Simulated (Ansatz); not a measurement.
TiSi:
```
CELL_PARAMETERS angstrom
      6.50379     0.00000     0.00000
      0.00000     3.63344     0.00000
      0.00000     0.00000     4.98938
ATOMIC_POSITIONS crystal
  Ti 0.67586 0.25000 0.37152
  Ti 0.32414 0.75000 0.62848
  Ti 0.82414 0.75000 0.87152
  Ti 0.17586 0.25000 0.12848
  Si 0.54401 0.25000 0.85530
  Si 0.45599 0.75000 0.14470
  Si 0.95599 0.75000 0.35530
  Si 0.04401 0.25000 0.64470
```

Relaxed with r²SCAN.

Tabulate the valence density and the electron localisation function along the shortest Ti–Si contact (2.56 Å), DFT-r²SCAN in the program Ansatz with PAW potentials.



```csv
distance from Ti (Å),density (e/Å³),ELF
0.26,9.19,0.18
0.38,7.49,0.47
0.51,5.11,0.62
0.64,2.83,0.60
0.77,1.29,0.42
0.90,0.59,0.20
1.02,0.36,0.11
1.15,0.30,0.17
1.28,0.31,0.36
1.41,0.34,0.58
1.54,0.39,0.70
1.67,0.43,0.73
1.79,0.44,0.68
1.92,0.40,0.55
2.05,0.30,0.38
2.18,0.19,0.28
2.31,0.11,0.33
```

The density is the valence pseudo-density with augmentation charge, so density and ELF within about 1 Å of a nucleus are not all-electron values.

Space group Pnma. The workflow started from a Materials Project entry (that database holds measured and hypothetical structures alike); the Crystallography Open Database copy checked does not list it. COD files the formula under space group No. 25, so this cell is another polymorph or a model. Whether it is the stable phase at ambient conditions was not checked. The r²SCAN relaxation kept the symmetry of its start; its stability against distortions is not shown here. The run is not spin-polarised.

Potentials: the later of the program's two PAW sets.
